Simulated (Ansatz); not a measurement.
W:
```xyz
1
Lattice="-1.5845 1.5845 1.5845 1.5845 -1.5845 1.5845 1.5845 1.5845 -1.5845" Properties=species:S:1:pos:R:3 pbc="T T T"
W      0.0000     0.0000     0.0000
```

Relaxed with r²SCAN. Special points in fractions of this cell's reciprocal vectors: Γ (0.000, 0.000, 0.000); H (0.500, -0.500, 0.500); N (0.000, 0.000, 0.500); P (0.250, 0.250, 0.250).

List the band energies nearest the Fermi level at these points for r²SCAN with spin–orbit coupling (plane waves, PAW; program Ansatz).

In eV from the Fermi level; about four levels below and three above (degenerate sets whole), none deeper than 8.9 eV; … stands for higher levels left out; points with the same levels are listed once.

| k | below | above |
|---|---|---|
| Γ | -1.45 -1.45 -1.45 -1.45 -0.93 -0.93 | … |
| H | -5.97 -5.97 -5.97 -5.97 | 5.12 5.12 5.12 5.12 |
| N | -6.51 -6.51 -3.72 -3.72 | 0.43 0.43 2.40 2.40 |
| P | -2.98 -2.98 -2.98 -2.98 | 3.67 3.67 3.67 3.67 |

Space group Im-3m (bcc (W type)). The cell was relaxed with r²SCAN under the symmetry of its start. No spin polarisation was allowed.

Potentials: the earlier of the program's two PAW sets.
